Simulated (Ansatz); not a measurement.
Au₂S:
```yaml
crystal:
  lattice:
    - [5.27829, 0.00000, 0.00000]
    - [0.00000, 5.27829, 0.00000]
    - [0.00000, 0.00000, 5.27829]
  atoms:
    - { symbol: S, position: [0.00000, 0.00000, 0.00000] }
    - { symbol: S, position: [0.50000, 0.50000, 0.50000] }
    - { symbol: Au, position: [0.25000, 0.25000, 0.75000] }
    - { symbol: Au, position: [0.25000, 0.75000, 0.25000] }
    - { symbol: Au, position: [0.75000, 0.75000, 0.75000] }
    - { symbol: Au, position: [0.75000, 0.25000, 0.25000] }
```

Relaxed with r²SCAN. Special points in fractions of this cell's reciprocal vectors: Γ (0.000, 0.000, 0.000); X (0.000, 0.500, 0.000); M (0.500, 0.500, 0.000); R (0.500, 0.500, 0.500).

Task: List the band energies nearest the valence-band maximum at these points for r²SCAN (plane waves, PAW; program Ansatz).

Result: In eV from the valence-band maximum; about four levels below and three above (degenerate sets whole), none deeper than 8.9 eV; points with the same levels are listed once.

```
k                             below                above
-  --------------------------------  -------------------
Γ  -1.74 -1.74 -1.74 0.00 0.00 0.00       2.43 2.43 2.51
X           -0.67 -0.67 -0.40 -0.40  4.59 4.59 4.75 4.75
M           -0.67 -0.67 -0.58 -0.58  2.86 2.86 4.38 4.38
R           -0.97 -0.70 -0.70 -0.70       3.93 3.93 3.93
```

Space group Pn-3m. The first step of the workflow began from a Materials Project structure, measured or hypothetical; the Crystallography Open Database files this formula in space group No. 224, but the cells were not matched. Its standing as an ambient phase is unchecked. The cell was relaxed with r²SCAN under the symmetry of its start; its stability against distortions is not shown here. Spin–orbit coupling is left out wherever it is not named.

Potentials: the later of the program's two PAW sets.
